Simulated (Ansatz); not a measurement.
NaF:
Space group F-43m (No. 216); a = b = c = 5.091 Å, α = β = γ = 90.00°

```tsv
atom	site	symmetry	x	y	z
Na	4a	-43m	0.0000	0.0000	0.0000
F	4d	-43m	0.7500	0.7500	0.7500
```
(The calculation used a cell of 2 atoms; values per cell refer to that cell.)

Relaxed with PBEsol. Independent-particle spectrum: no excitons, no local fields, no scissors shift; 0.1 eV broadening; ε₁ of the summed bands alone.

Q: Tabulate the dielectric function from DFT-PBEsol in the program Ansatz with PAW potentials.

A: 

| E (eV) | ε₁ xx | ε₂ xx |
|---|---|---|
| 0.0 | 1.61 | 0.00 |
| 0.5 | 1.61 | 0.00 |
| 1.0 | 1.62 | 0.00 |
| 1.5 | 1.62 | 0.00 |
| 2.0 | 1.64 | 0.00 |
| 2.5 | 1.65 | 0.00 |
| 3.0 | 1.67 | 0.00 |
| 3.5 | 1.70 | 0.00 |
| 4.0 | 1.74 | 0.00 |
| 4.5 | 1.80 | 0.00 |
| 5.0 | 1.89 | 0.00 |
| 5.5 | 2.18 | 0.05 |
| 6.0 | 2.10 | 0.47 |
| 6.5 | 1.94 | 0.60 |
| 7.0 | 1.82 | 0.65 |
| 7.5 | 1.73 | 0.67 |
| 8.0 | 1.65 | 0.68 |
| 8.5 | 1.60 | 0.68 |
| 9.0 | 1.57 | 0.70 |
| 9.5 | 1.56 | 0.74 |
| 10.0 | 1.46 | 0.93 |
| 10.5 | 1.32 | 0.80 |
| 11.0 | 0.74 | 0.43 |
| 11.5 | 1.49 | 0.41 |
| 12.0 | 1.75 | 1.15 |

Q: From ε at 6.5 eV (xx: 1.94 + 0.60i), find n, k, the normal reflectivity and the absorption coefficient.

A: n = 1.41, k = 0.213, R = 4 %, α = 2kE/ħc = 140000 cm⁻¹.

With all bands, ε∞ without local fields is 1.75. DFPT, with local fields, gives 1.71.

The start of the workflow was typed in or built on a structure type; neither database checked (COD, Materials Project) lists it. It is not the phase usual at ambient conditions (space group No. 225). The PBEsol relaxation kept the symmetry of its start; phonons on a q-mesh show no instability.

Potentials: the later of the program's two PAW sets.
